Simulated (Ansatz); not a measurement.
# Two inputs for Na₈MgNi₂O₈

This input was run with Ansatz:

```yaml
crystal:
  lattice:
    - [5.747746081, 0.0, 0.0]
    - [2.174583636, 5.4559146238, 0.0]
    - [1.3831184329, 2.6059446549, 8.3282492288]
  atoms:
    - { symbol: Na, position: [0.96333893, 0.31337456, 0.17399235] }
    - { symbol: Na, position: [0.43052725, 0.85490103, 0.14722363] }
    - { symbol: Na, position: [0.4442106, 0.25493575, 0.30387321] }
    - { symbol: Na, position: [0.93333478, 0.74688389, 0.30936093] }
    - { symbol: Na, position: [0.94771718, 0.4289671, 0.63915512] }
    - { symbol: Na, position: [0.44832307, 0.06744413, 0.73625931] }
    - { symbol: Na, position: [0.01464138, 0.6235119, 0.84689024] }
    - { symbol: Na, position: [0.46820427, 0.38056393, 0.91716013] }
    - { symbol: Mg, position: [0.88113318, 0.06142249, 0.52707073] }
    - { symbol: Ni, position: [0.45851312, 0.69219795, 0.49803385], spin: 3.0 }
    - { symbol: Ni, position: [0.97733468, 0.99161388, 0.97181643], spin: 3.0 }
    - { symbol: O, position: [0.7136394, 0.09241555, 0.11394005] }
    - { symbol: O, position: [0.16855971, 0.64429624, 0.07536752] }
    - { symbol: O, position: [0.1909211, 0.97324214, 0.38069269] }
    - { symbol: O, position: [0.70292449, 0.44466462, 0.39622717] }
    - { symbol: O, position: [0.30343498, 0.51412231, 0.6571341] }
    - { symbol: O, position: [0.67122368, 0.84624653, 0.54738698] }
    - { symbol: O, position: [0.1747575, 0.18499346, 0.94700114] }
    - { symbol: O, position: [0.87170169, 0.05341255, 0.7593984] }
magnetization:
  spin_polarized: true
kpoints:
  mp_grid: { grid: [4, 5, 3], shift: [0.5, 0.5, 0.5] }
scf:
  occupations: { method: fermi_dirac, width: 0.02 }
  lower_state_search: "off"
hamiltonian:
  xc: pbe
  pseudopotentials: { kind: paw }
output:
  forces: true
  stress: true
  populations: true
  efg:
    quadrupole_moments_barn: { Na: 0.104, Mg: 0.1994, Ni: 0.162, O: -0.02558 }
    contact_densities: true
  write_density: true
  write_potential: true
  elf: true
  volumetric_format: npy
```

```sh
ansatz run input.yaml --threads 2 --pin off --max-ram 5120MiB --backend cpu --events-out ev --progress --plain --runs-dir out
```

It converged. Of its output the block on the nuclei alone is shown, without the SCF iterations, energies, forces and stress (one atom of each set, the first 14 sets):

```
--- PAW observables at the nuclei: V_zz in 10²¹ V/m², potentials from the cell's mean, atoms counted from 1 ---
  atom   1  Na V_zz =    +1.206455   η = 0.6036   by run symmetry: allowed   C_q = +3.0339 MHz
            electrostatic potential = -977.428503 V   contact ρ = 5905.006522 e/Å³   contact ρ_s (e/Å³): all electrons +0.154669, valence +0.151706
  atom   2  Na V_zz =    +1.257779   η = 0.4711   by run symmetry: allowed   C_q = +3.1629 MHz
            electrostatic potential = -977.186401 V   contact ρ = 5904.827288 e/Å³   contact ρ_s (e/Å³): all electrons +0.003682, valence +0.003952
  atom   3  Na V_zz =    +0.661151   η = 0.9343   by run symmetry: allowed   C_q = +1.6626 MHz
            electrostatic potential = -977.031400 V   contact ρ = 5904.731335 e/Å³   contact ρ_s (e/Å³): all electrons +0.161173, valence +0.156969
  atom   4  Na V_zz =    -0.852931   η = 0.8430   by run symmetry: allowed   C_q = -2.1449 MHz
            electrostatic potential = -977.440755 V   contact ρ = 5905.069761 e/Å³   contact ρ_s (e/Å³): all electrons +0.001642, valence +0.001296
  atom   5  Na V_zz =    +2.879902   η = 0.4780   by run symmetry: allowed   C_q = +7.2421 MHz
            electrostatic potential = -976.919282 V   contact ρ = 5905.251974 e/Å³   contact ρ_s (e/Å³): all electrons +0.016382, valence +0.016920
  atom   6  Na V_zz =    -2.091944   η = 0.3863   by run symmetry: allowed   C_q = -5.2606 MHz
            electrostatic potential = -977.198189 V   contact ρ = 5904.958882 e/Å³   contact ρ_s (e/Å³): all electrons +0.034587, valence +0.034971
  atom   7  Na V_zz =    +2.714014   η = 0.9411   by run symmetry: allowed   C_q = +6.8250 MHz
            electrostatic potential = -977.235026 V   contact ρ = 5905.487901 e/Å³   contact ρ_s (e/Å³): all electrons +0.022849, valence +0.024094
  atom   8  Na V_zz =    -1.824382   η = 0.4585   by run symmetry: allowed   C_q = -4.5878 MHz
            electrostatic potential = -977.389910 V   contact ρ = 5905.060621 e/Å³   contact ρ_s (e/Å³): all electrons +0.107356, valence +0.106775
  atom   9  Mg V_zz =    -1.135127   η = 0.7561   by run symmetry: allowed   C_q = -5.4730 MHz
            electrostatic potential = -1100.259777 V   contact ρ = 7797.226999 e/Å³   contact ρ_s (e/Å³): all electrons +0.362277, valence +0.358971
  atom  10  Ni V_zz =    +5.234530   η = 0.0688   by run symmetry: allowed   C_q = +20.5044 MHz
            electrostatic potential = -3562.161811 V   contact ρ = 130403.320488 e/Å³   contact ρ_s (e/Å³): all electrons -2.453928, valence +2.776397
  atom  11  Ni V_zz =    -2.306887   η = 0.5015   by run symmetry: allowed   C_q = -9.0364 MHz
            electrostatic potential = -3562.387280 V   contact ρ = 130404.193786 e/Å³   contact ρ_s (e/Å³): all electrons -2.687302, valence +2.503495
  atom  12  O  V_zz =    +6.113238   η = 0.3270   by run symmetry: allowed   C_q = -3.7812 MHz
            electrostatic potential = -620.366245 V   contact ρ = 2157.476248 e/Å³   contact ρ_s (e/Å³): all electrons +0.498478, valence +0.914072
  atom  13  O  V_zz =    +6.156818   η = 0.1993   by run symmetry: allowed   C_q = -3.8081 MHz
            electrostatic potential = -620.225870 V   contact ρ = 2157.851844 e/Å³   contact ρ_s (e/Å³): all electrons +0.499245, valence +0.878475
  atom  14  O  V_zz =    +5.486138   η = 0.1333   by run symmetry: allowed   C_q = -3.3933 MHz
            electrostatic potential = -619.995217 V   contact ρ = 2157.133466 e/Å³   contact ρ_s (e/Å³): all electrons +0.576284, valence +0.896572
```

Q: Can these gradients be trusted, and how do they compare with a run on standard settings?

A: As results of these settings, within the limits told below. Against the standard input the change is `scf.lower_state_search`: not typed → off; `kpoints.mp_grid.shift`: not typed → [0.5, 0.5, 0.5]. A site carries the number of its first atom; V_zz in 10²¹ V/m².

```tsv
site	atom	V_zz standard	η standard	V_zz here	η here
Na2	2	1.26	0.47	1.26	0.47
Na3	3	0.66	0.93	0.66	0.93
Mg	9	-1.16	0.72	-1.14	0.76
Ni10	10	5.31	0.09	5.23	0.07
Ni11	11	-2.19	0.81	-2.31	0.50
O12	12	6.14	0.34	6.11	0.33
O13	13	6.18	0.20	6.16	0.20
O14	14	5.50	0.13	5.49	0.13
O16	16	4.93	0.11	4.70	0.09
O17	17	6.04	0.41	5.90	0.41
O18	18	5.31	0.14	5.20	0.19
O19	19	6.51	0.27	6.41	0.26
```

The largest change of V_zz is on O16, from 4.93 to 4.70. The whole tensor moves most on O18, by 0.48 along its most changed direction. In per cent, |V_zz| changes by 0 to +1 on Na, -2 on Mg, -1 to +5 on Ni, -5 to 0 on O (all sites that start above 0.5). Where |V_zz| stays above 0.1, η moves most on Ni11, from 0.81 to 0.50. The table leaves out 7 of the 19 sites, with |V_zz| up to 5.77; their tensors move by 0.07 at most along any direction. The statements above cover all sites. SCF iterations: 26 and 29.

On the reference run: The moments were started parallel, and the run ended with some of them reversed. The program didn't check the stability of this electronic state in full, so a lower one may lie near. With these PAW files V_zz is typically within 2 to 3 % of all-electron values, but misses above 10 % occur on Ni. With a gap of 0.3 eV on this mesh, small gradients can still move by 0.1 × 10²¹ V/m² or more as the k-mesh gets denser. The magnetic order is the one that the run reached from its start moments, not necessarily the measured one.
